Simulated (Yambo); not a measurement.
**How GW settings move the gap: HfS₂ monolayer**

G0W0@PBEsol for a free-standing HfS$_{2}$ monolayer (symmetry P-3m1, slab cell 15.9 Å high) in Yambo. Reference settings: 6×6×1 Γ-centred k mesh, bands 2 to 229 and a 9 Ry block in the screening, 229 bands in G with the Bruneval-Gonze terminator, plasmon pole fitted at 27.2 eV, slab-truncated Coulomb interaction, stochastic integration of W near q = 0. The PBEsol gap Γ → M on this mesh is 1.16 eV; G0W0 gaps are taken between the same points.

| change from the reference | G0W0 gap Γ → M (eV) | shift of the valence edge (eV) | rough Yambo cost |
|---|---|---|---|
| reference settings | 2.81 | -0.94 | 1 |
| 76 bands in W, 76 bands in G | 2.82 | -0.71 | about 1/3 |
| 142 bands in W, 142 bands in G | 2.81 | -0.86 | within a factor of two |
| 76 bands in G | 2.81 | -0.89 | – |
| 142 bands in G | 2.81 | -0.93 | – |
| 97 bands in W | 2.81 | -0.80 | within a factor of two |
| no stochastic integration of W | 4.02 | -1.57 | – |
| 4 Ry block | 2.64 | -0.67 | about 1/3 |
| 7 Ry block | 2.77 | -0.87 | within a factor of two |
| pole fitted at 40 eV | 2.80 | -0.99 | – |
| 76 bands in G, no terminator | 2.82 | -0.48 | – |
| 142 bands in G, no terminator | 2.82 | -0.71 | – |
| no terminator | 2.81 | -0.82 | – |

The reference isn't shown to be the converged limit. Costs are rough (shared machines), scaled to the same edge states, and given only for runs that recompute the screening. Without the stochastic integration, the mesh misses the sharp change of W near q = 0 in a layer: the 1.22 eV of that row are a sampling artefact.

Spin-orbit coupling is left out, which matters for elements this heavy: edges can move by tenths of an eV.

Geometry relaxed with PBEsol; primitive cell a = 3.601 Å, b = 3.601 Å, c = 15.900 Å, α = 90.00°, β = 90.00°, γ = 120.00°.

A shift is the quasiparticle energy of the state minus its PBEsol energy.
